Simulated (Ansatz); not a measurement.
The relaxed structure here is a generated cell of TiB2: the first start was made by placing the elements on the sites of a structure type, and the end was not matched to a known phase here, so it may be hypothetical. Known forms of TiB2 include space group No. 191.

One starting cell of TiB₂ (a generated trial cell of TiB2 in the AFLOW prototype AB2_cF48_227_c_e (as in Ti2C)) was relaxed twice with Ansatz (plane waves, PAW, scalar-relativistic): with r2SCAN at 500 eV and with PBE at 420 eV. The r2SCAN result:

```
CELL_PARAMETERS angstrom
      0.00000     3.93709     3.93709
      3.93709     0.00000     3.93709
      3.93709     3.93709     0.00000
ATOMIC_POSITIONS crystal
  Ti 0.62500 0.62500 0.62500
  Ti 0.12500 0.62500 0.62500
  Ti 0.62500 0.12500 0.62500
  Ti 0.62500 0.62500 0.12500
  B  0.92044 0.92044 0.92044
  B  0.23867 0.92044 0.92044
  B  0.92044 0.23867 0.92044
  B  0.92044 0.92044 0.23867
  B  0.32956 0.32956 0.32956
  B  0.01133 0.32956 0.32956
  B  0.32956 0.01133 0.32956
  B  0.32956 0.32956 0.01133
```

| quantity | r2SCAN | PBE |
|---|---|---|
| space group | Fd-3m | Fd-3m |
| volume (Å³/atom) | 10.17 | ? |
| a (Å) | 7.874 | ? |
| gap (eV, no spin-orbit coupling) | 0.00 | ? |

### Question
Fill in the PBE column.

### Answer

- volume (Å³/atom), PBE: 10.19
- a (Å), PBE: 7.880
- gap (eV, no spin-orbit coupling), PBE: 0.00

Both levels end in the same structure; PBE's volume is within 0.5 % of r2SCAN's. Neither column is exact.

No spin polarisation in the result.

The run could not lose the symmetry of its start: the end is stationary, and may be a saddle point rather than a minimum.

Ansatz is an electronic-structure program.
